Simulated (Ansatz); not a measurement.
Mg(AlH$_{4}$)$_{2}$, in the lowest among the structures calculated here: P-3m1 (No. 164), hP11; a = 5.186 Å, b = 5.186 Å, c = 5.787 Å, α = 90.00°, β = 90.00°, γ = 120.00°; Mg 1a (0.000, 0.000, 0.000); Al 2d (0.667, 0.333, 0.307); H 6i (0.332, 0.166, 0.199); H 2d (0.333, 0.667, 0.414). Method: PBEsol (plane waves to 420 eV, PAW, scalar-relativistic; Ansatz, a first-principles code). Element references, the lowest calculated here: Al (Fm-3m), Mg (P6₃/mmc), H (Pa-3, a generated molecular cell); gases are represented by their molecular solids.

Total energies (eV/atom, σ → 0; comparable only within this code, potentials and settings):

```tsv
phase	E (eV/atom)
Mg(AlH4)2 (P-3m1)	-280.555
Al (Fm-3m)	-524.548
Mg (P6₃/mmc)	-1912.052
H (Pa-3)	-15.618
MgH2 (P4₂/mnm)	-647.965
```

**Question.** What is the formation energy of this P-3m1 form of Mg(AlH4)2 from the elements?

**Answer.** E_f = -280.555 − [1 × (-1912.052) + 2 × (-524.548) + 8 × (-15.618)] / 11 = 0.00 eV/atom (0.0 eV per formula unit).

**Question.** Is it stable against the other phases calculated?

**Answer.** No: Mg(AlH4)2 → 2 Al + 6 H + MgH2 (H Pa-3, Al Fm-3m, MgH2 P4₂/mnm) releases 0.05 eV/atom.

This is the hull of the energies calculated here, no anion corrections; phases that were not calculated are missing from it. Values are rounded to 0.01 eV/atom. The compounds carry no spin polarisation.
